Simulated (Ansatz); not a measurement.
A geometry of TiB2 away from equilibrium: step 12 of the relaxation of a relaxed TiB2 cell displaced along its unstable phonon at q = (½, ½, 0) of its primitive reciprocal cell (134i cm⁻¹), largest move 0.15 Å. Level of theory: PBEsol (plane waves to 420 eV, PAW, scalar-relativistic; Ansatz, an electronic-structure program). Γ-centred k-mesh 10×10×8 on the run's cell (coarser than for final values), Fermi–Dirac smearing 0.05 eV. The plane waves were selected for a different cell earlier on the path.

```
CELL_PARAMETERS angstrom
      5.78588    -4.39517     0.21487
      5.78588     0.00000     0.21487
     -1.80455     0.00000     3.87596
ATOMIC_POSITIONS crystal
  B  0.61605 0.66824 0.90676
  B  0.13013 0.83937 0.20429
  B  0.63013 0.90037 0.29571
  B  0.11605 0.09966 0.59324
  B  0.38395 0.33176 0.09324
  B  0.86987 0.16063 0.79571
  B  0.36987 0.09963 0.70429
  B  0.88395 0.90034 0.40676
  Ti 0.13041 0.24410 0.17582
  Ti 0.63041 0.49509 0.32418
  Ti 0.86959 0.75590 0.82418
  Ti 0.36959 0.50491 0.67582
```

### Question
Give the Cartesian forces on all atoms (eV/Å).

### Answer
| atom | Fx | Fy | Fz |
|---|---|---|---|
| B1 | -0.40 | -0.28 | 0.34 |
| B2 | -0.10 | -0.06 | 0.13 |
| B3 | 0.10 | -0.06 | -0.13 |
| B4 | 0.40 | -0.28 | -0.34 |
| B5 | 0.40 | 0.28 | -0.34 |
| B6 | 0.10 | 0.06 | -0.13 |
| B7 | -0.10 | 0.06 | 0.13 |
| B8 | -0.40 | 0.28 | 0.34 |
| Ti9 | 0.09 | 0.13 | 0.49 |
| Ti10 | -0.09 | 0.13 | -0.49 |
| Ti11 | -0.09 | -0.13 | -0.49 |
| Ti12 | 0.09 | -0.13 | 0.49 |

The path ends in P2₁/c (No. 14). No spin polarisation in the result.

The run could not lose the symmetry of its start: the end is stationary, and may be a saddle point rather than a minimum.

The end of the path is a generated cell of TiB2: the first start was made by placing the elements on the sites of a structure type, and the end was not matched to a known phase here, so it may be hypothetical. Known forms of TiB2 include space group No. 191.
